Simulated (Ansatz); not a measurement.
Ta (Im-3m) as a metal

```yaml
crystal:
  lattice:
    - [-1.62775, 1.62775, 1.62775]
    - [1.62775, -1.62775, 1.62775]
    - [1.62775, 1.62775, -1.62775]
  atoms:
    - { symbol: Ta, position: [0.00000, 0.00000, 0.00000] }
```

Unless marked otherwise, the numbers come from LDA, all-electron LAPW in Ansatz 0.2.0, scalar-relativistic. k mesh 14×14×14, fine mesh 24×24×24, Fermi-Dirac smearing of 0.050 eV, basis error target 1 meV/atom. The cell was relaxed by PAW under this functional, which moved its volume by -4 % from the database entry's.

Levels and slopes are solved on a 24×24×24 mesh, and each state is taken as quadratic over its cell.

What is the density of states at the Fermi level, and which bare Sommerfeld coefficient follows?

N(E_F) = 1.24 states/eV/atom (both spins), so γ = (π²/3) k_B² N(E_F) = 2.92 mJ/(mol-atom K²) without electron-phonon or spin-fluctuation enhancement.

What Drude plasma energy and σ/τ do the band velocities give?

(ħω_p,α)² = (e²/ε₀VN_k) Σ_nkσ (∂E/∂k_α)² δ(E − E_F) gives ħω_p = (9.67, 9.67, 9.67) eV along x, y, z, and σ/τ = ε₀ω_p² = 19.1×10²⁰ Ω⁻¹m⁻¹s⁻¹ along x. Weighted by the density of states, the mean Fermi speed is 0.669×10⁶ m/s; the surface has an area of 39.2 Å⁻² for each spin direction.

Which bands cross the Fermi level, and what do they carry?

```
band  filled part  N (states/eV/cell)  speed (10⁶ m/s)  5th to 95th percentile  area (Å⁻²)        filling
   1         0.95               0.195            0.511            0.41 to 0.76        4.72    nearly full
   2         0.55                1.04            0.699            0.37 to 1.12        34.5  partly filled
```

Map the plane k₃ = 0 of the mesh: how many bands lie under the Fermi level at each point, counted from the least on the plane?

k₁ runs to the right and k₂ upwards, each from −½ to ½ with 0 in the middle (the axes needn't be at right angles):
```
111112222111111112222111
111112222211111111222111
111112222221111111222211
111112222222111112222222
222222222222222222222222
222222222222222222222222
222222211111122222222112
122222211000112222221111
112222210000001222221111
111222210000000122221111
111122210000000012221111
111112211000000011221111
111112221000000001222111
111112222100000001222211
111112222210000001222221
111112222221100011222222
221122222222111111222222
222222222222222222222222
222222222222222222222222
122222221111122222221111
111222211111112222221111
111122211111111222221111
111122221111111122221111
111112221111111112221111
```

On PAW files the program sums the optical response inside the mesh cells, interband lines and its own Drude term. Where does ε₁ rise through zero (a sharp plasmon if ε₂ is small there), and how much light is reflected?

| Item | Value |
| --- | --- |
| Fine mesh | 24, 24, 24 |
| Window top | 20 eV |
| Line width | 0.2 eV |
| Drude damping | 0.05 eV |
| ε₁ rises through zero at x | 2.17, 3.89 eV |
| ε₂ there x | 11.25, 14.17 |
| Plasma energy (x, y, z) | 9.399, 9.399, 9.399 eV |
| Reflectivity at 1 eV, x-polarised | 0.9654 |
| Reflectivity at 2 eV, x-polarised | 0.5076 |
| Reflectivity at 3 eV, x-polarised | 0.4884 |

The plasma energy here is the program's own sum at the run's smearing; it differs from the value above by up to 3 %, through mesh and smearing.

What does PAW give for the same cell?

N(E_F) = 1.24 states/eV/atom and ħω_p,x = 9.67 eV.

Known limits: no spin-orbit coupling on heavy atoms; these sums move with the mesh, by several per cent and more for small sheets; frozen-core PAW files fitted under PBE, their cores solved anew for the functional of the run.
